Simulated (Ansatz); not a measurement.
ZnS in space group P4/nmm (No. 129; Zn on 2c, S on 2a), r²SCAN+D4 (plane waves, PAW; program Ansatz), all energies at zero smearing, with the estimated change up to a 700 eV cutoff added, with one set of potentials and settings (totals compare only within such a set). Cell of 4 atoms (2 Zn, 2 S): -8464.716 eV.

```csv
element,reference phase,E (eV/atom)
Zn,"P6_3/mmc, 2 atoms in the cell",-3325.8010
S,"P2/c, 32 atoms in the cell",-905.9097
```

Formation energy per atom, worked out: (-8464.716 − 2×(-3325.8010) − 2×(-905.9097))/4 = -0.324 eV/atom (-31 kJ per mol of atoms), at 0 K, without zero-point energy or fitted corrections.

A made-up cell: these elements were put on the sites of a structure type; neither database checked (COD, Materials Project) lists it. It is not the phase usual at ambient conditions (space group No. 186, 216). The r²SCAN+D4 relaxation kept the symmetry of its start; whether a distortion lowers the energy is not shown. The references are the lowest solids computed at this level, not always the standard phases.

Potentials: the earlier of the program's two PAW sets. The files were generated under PBE; for other functionals the program regenerates the frozen cores, and for LDA and PBEsol the local potential too.
